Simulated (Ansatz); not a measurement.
YN (rock salt, space group No. 225) under volume change, the program Ansatz at the HSE06 level (PAW), scaled uniformly.

```json
[
 {"V (Å³/atom)": "13.235", "E − E(relaxed) (meV/atom)": "74.5", "P (GPa)": "19.79"},
 {"V (Å³/atom)": "13.672", "E − E(relaxed) (meV/atom)": "31.3", "P (GPa)": "12.14"},
 {"V (Å³/atom)": "14.108", "E − E(relaxed) (meV/atom)": "…", "P (GPa)": "…"},
 {"V (Å³/atom)": "14.544", "E − E(relaxed) (meV/atom)": "0.0", "P (GPa)": "0.00"},
 {"V (Å³/atom)": "14.981", "E − E(relaxed) (meV/atom)": "6.7", "P (GPa)": "-4.79"},
 {"V (Å³/atom)": "15.417", "E − E(relaxed) (meV/atom)": "25.4", "P (GPa)": "-8.88"},
 {"V (Å³/atom)": "15.853", "E − E(relaxed) (meV/atom)": "…", "P (GPa)": "…"}
]
```

Problem. Complete the blanks.

Solution. 
- 14.108, E − E(relaxed) (meV/atom): 7.4
- 14.108, P (GPa): 5.60
- 15.853, E − E(relaxed) (meV/atom): 54.5
- 15.853, P (GPa): -12.39

Problem. What does a third-order Birch–Murnaghan fit give for V₀, B₀ and B′?

Solution. V₀ = 14.54 Å³/atom, B₀ = 172 GPa, B′ = 4.2.

Space group Fm-3m (rock salt). The cell was relaxed with HSE06 under the symmetry of its start. No spin polarisation was allowed.

Potentials: the later of the program's two PAW sets.
